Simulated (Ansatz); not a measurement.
SnO (litharge type, space group P4/nmm)

```xyz
4
Lattice="3.8371 0.0000 0.0000 0.0000 3.8371 0.0000 0.0000 0.0000 4.7586" Properties=species:S:1:pos:R:3 pbc="T T T"
Sn     1.9185     0.0000     1.1584
Sn     0.0000     1.9185     3.6002
O      0.0000     0.0000     0.0000
O      1.9185     1.9185     0.0000
```

This relaxed cell (volume V₀) is scaled evenly in all directions, its shape held. The atoms relax within the cell's symmetry.

Level of theory: PBE-D3(BJ) (plane waves to 420 eV, PAW, scalar-relativistic; Ansatz, an electronic-structure program). k mesh 12×12×10 (Γ-centred), Fermi-Dirac smearing 0.05 eV. The energy includes the smearing's −TS. At this level the bands of SnO touch or barely overlap; measurements give the solid a gap. SnO was relaxed with its symmetry unable to fall. ΔE is measured from the relaxed starting cell.

Problem. Estimate the ΔE (eV/atom) for V/V₀ = 0.950, 0.980, 0.990, 1.010, 1.060.

Solution. 
| V/V₀ | ΔE (eV/atom) |
|---|---|
| 0.950 | 0.007 |
| 0.980 | 0.001 |
| 0.990 | 0.000 |
| 1.010 | 0.000 |
| 1.060 | 0.009 |

(Under strain, the slope of the energy per volume gives the stress and its curvature an elastic modulus.)
